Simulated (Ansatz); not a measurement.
Polymorphs of TePt, each relaxed with the program Ansatz at the PBE level (PAW):

A: CsCl type (Pm-3m)
a = b = c = 3.442 Å, α = β = γ = 90.00°

```csv
atom,site,symmetry,x,y,z
Pt,1a,m-3m,0.0000,0.0000,0.0000
Te,1b,m-3m,0.5000,0.5000,0.5000
```

B: Cmcm
a = 3.994 Å, b = 10.758 Å, c = 3.930 Å, α = 90.00°, β = 90.00°, γ = 90.00°

```json
[
 {"atom": "Te", "site": "4c", "symmetry": "m2m", "x": "0.0000", "y": "0.6441", "z": "0.2500"},
 {"atom": "Pt", "site": "4c", "symmetry": "m2m", "x": "0.0000", "y": "0.1037", "z": "0.7500"}
]
```

### Question
Put the candidates in order of energy per atom at 0 K, lowest first, for PBE.

### Answer
B (+0 meV/atom), A (+291 meV/atom)

Typed or built starts, not in the databases checked: A; B. All cells were relaxed under the symmetry of their starts (and spin orders); stability against distortions was not tested throughout. Rows with no word on spin ran without spin polarisation. Spin–orbit coupling is left out wherever it is not named.

Energies hold the estimated change up to a 700 eV cutoff; steps of a few meV lie near the error of the meshes.

Potentials: the earlier of the program's two PAW sets.
